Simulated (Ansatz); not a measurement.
Here is the system:

SnTeO$_{3}$:
Space group R3c, hexagonal axes (No. 161); a = 6.5298 Å, b = 6.5298 Å, c = 14.2262 Å, α = 90.00°, β = 90.00°, γ = 120.00°

| atom | site | symmetry | x | y | z |
|---|---|---|---|---|---|
| Sn | 6a | 3. | 0.0000 | 0.0000 | 0.0300 |
| Te | 6a | 3. | 0.0000 | 0.0000 | 0.3146 |
| O | 18b | 1 | 0.4281 | 0.0930 | 0.2275 |
(The calculation used a cell of 10 atoms; values per cell refer to that cell.)

This is the PBE-relaxed structure.

Q: All from DFT-PBE in the program Ansatz with PAW potentials, unless another level is named. Give the gap with spin–orbit coupling.

A: 2.37 eV.

Q: Give the electron effective mass.

A: 0.63, 1.2, 1.4 mₑ (principal values).

Q: Next, the hole effective mass with spin–orbit coupling?

A: 1.3, 1.3, 4.1 mₑ (principal values).

The start of the workflow was typed in or built on a structure type; neither database checked (COD, Materials Project) lists it. Its standing as an ambient phase is unchecked. The PBE relaxation kept the symmetry of its start; whether a distortion lowers the energy is not shown. The volume moved by 33 % from the start of the relaxation. Scalar-relativistic: spin–orbit coupling is off unless named, which matters more the heavier the elements.

Potentials: the later of the program's two PAW sets.
